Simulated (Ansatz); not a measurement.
TiAl$_{3}$ (D022 type, space group I4/mmm)

```
CELL_PARAMETERS angstrom
     -1.91209     1.91209     4.28030
      1.91209    -1.91209     4.28030
      1.91209     1.91209    -4.28030
ATOMIC_POSITIONS crystal
  Al 0.50000 0.50000 0.00000
  Al 0.75000 0.25000 0.50000
  Al 0.25000 0.75000 0.50000
  Ti 0.00000 0.00000 0.00000
```

The slice is a (100) plane (indices of the conventional cell) through the point (0.500, 0.500, 0.000) (fractional), spanned by u = [101] and v = [110] in vectors of this cell: u (3.82 Å) and v (8.56 Å, at 90° to u). It covers one period; positions are fractions (u, v).

The numbers are results of r2SCAN (plane waves to 500 eV, PAW, scalar-relativistic; Ansatz, a first-principles code), not measurements. k mesh 17×17×17. Inside the PAW spheres the values are not all-electron values, and peaks at nuclei hang on which shells count as valence. TiAl3 is run without spin polarisation. TiAl3 was relaxed with its symmetry unable to fall.

**Question.** What is the ELF at the midpoint of the shortest Al–Al line in this plane (2.87 Å)?

**Answer.** 0.6.

**Question.** The ELF has a maximum in the middle third of the Al–Al line. Where, and how high?

**Answer.** 0.62, 1.1 Å from Al.

**Question.** What is the valence density on the shortest Al–Al line in this plane (2.87 Å), at its midpoint?

**Answer.** 0.21 e/Å³.

**Question.** Sketch the electron localisation function (ELF) on this plane as a map.

**Answer.** 
```tsv
v \ u	0.00	0.14	0.29	0.43	0.57	0.71	0.86
0.94	0.03	0.38	0.70	0.57	0.57	0.70	0.38
0.84	0.22	0.38	0.59	0.52	0.52	0.59	0.38
0.75	0.36	0.48	0.37	x	x	0.37	0.48
0.66	0.25	0.40	0.61	0.51	0.51	0.61	0.40
0.56	0.64	0.47	0.11	0.49	0.49	0.11	0.46
0.47	x	0.62	0.07	0.40	0.40	0.07	0.62
0.38	0.12	0.16	0.49	0.64	0.64	0.49	0.16
0.28	0.45	0.55	0.49	x	x	0.49	0.55
0.19	0.21	0.35	0.48	0.09	0.09	0.48	0.35
0.09	0.17	0.51	0.67	0.64	0.64	0.67	0.51
0.00	x	0.07	0.69	0.49	0.49	0.69	0.07
```

Values: electron localisation function (ELF). Points within 0.5 Å of a nucleus are blanked (x), as the pseudised field means little there.
